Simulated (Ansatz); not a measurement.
Relax this structure to zero stress and force, keeping its symmetry:

```cif
data_structure
_symmetry_space_group_name_H-M 'P 1'
_symmetry_Int_Tables_number 1
_cell_length_a 2.8251
_cell_length_b 2.8251
_cell_length_c 12.6014
_cell_angle_alpha 90.000
_cell_angle_beta 90.000
_cell_angle_gamma 120.000
_cell_volume 87.10
loop_
_atom_site_label
_atom_site_type_symbol
_atom_site_fract_x
_atom_site_fract_y
_atom_site_fract_z
_atom_site_occupancy
Al1 Al 0.66667 0.33333 0.25000 1
Al2 Al 0.33333 0.66667 0.75000 1
Cr1 Cr 0.33333 0.66667 0.41494 1
Cr2 Cr 0.66667 0.33333 0.91494 1
Cr3 Cr 0.66667 0.33333 0.58506 1
Cr4 Cr 0.33333 0.66667 0.08506 1
C1 C 0.00000 0.00000 0.50000 1
C2 C 0.00000 0.00000 0.00000 1
```

Level of theory: DFT PBE, scalar-relativistic, plane waves, PAW (Ansatz 0.2.0).

Plane waves to 420 eV, a k mesh through Γ of 12×12×4 on the computed 8-atom cell and Gaussian smearing (0.10 eV); no spin polarisation.

Problem. What does it relax to?

Solution. The volume rises by 0.21 Å³/atom to 11.09 Å³/atom, and the energy falls by 2.3 meV/atom. Final structure:
```
CELL_PARAMETERS angstrom
2.84188 0.00000 0.00000
-1.42094 2.46114 0.00000
0.00000 0.00000 12.68964
ATOMIC_POSITIONS crystal
Al 0.66667 0.33333 0.25000
Al 0.33333 0.66667 0.75000
Cr 0.33333 0.66667 0.41570
Cr 0.66667 0.33333 0.91570
Cr 0.66667 0.33333 0.58430
Cr 0.33333 0.66667 0.08430
C 0.00000 0.00000 0.50000
C 0.00000 0.00000 0.00000
```

Course of the relaxation (steps run on the plane waves of an earlier cell, and the basis is chosen afresh near the end, so energy and pressure can step there; trial steps that raised the energy were taken back; energies are free energies):

| step | E − E_final (meV/atom) | largest force component (eV/Å) | P (GPa) | V (Å³/atom) |
| --- | --- | --- | --- | --- |
| 1 | 2.3 | 0.018 | 3.62 | 10.89 |
| 2 | 0.3 | 0.034 | 0.74 | 11.06 |
| 3 | 0.3 | 0.012 | 0.07 | 11.09 |
| 4 | 0.3 | 0.003 | 0.01 | 11.09 |
| 5 | 0.0 | 0.003 | 0.05 | 11.09 |
| 6 | 0.0 | 0.000 | 0.00 | 11.09 |
| 7 | 0.0 | 0.000 | 0.00 | 11.09 |

Spin polarisation was left out, and a magnetic state may lie lower.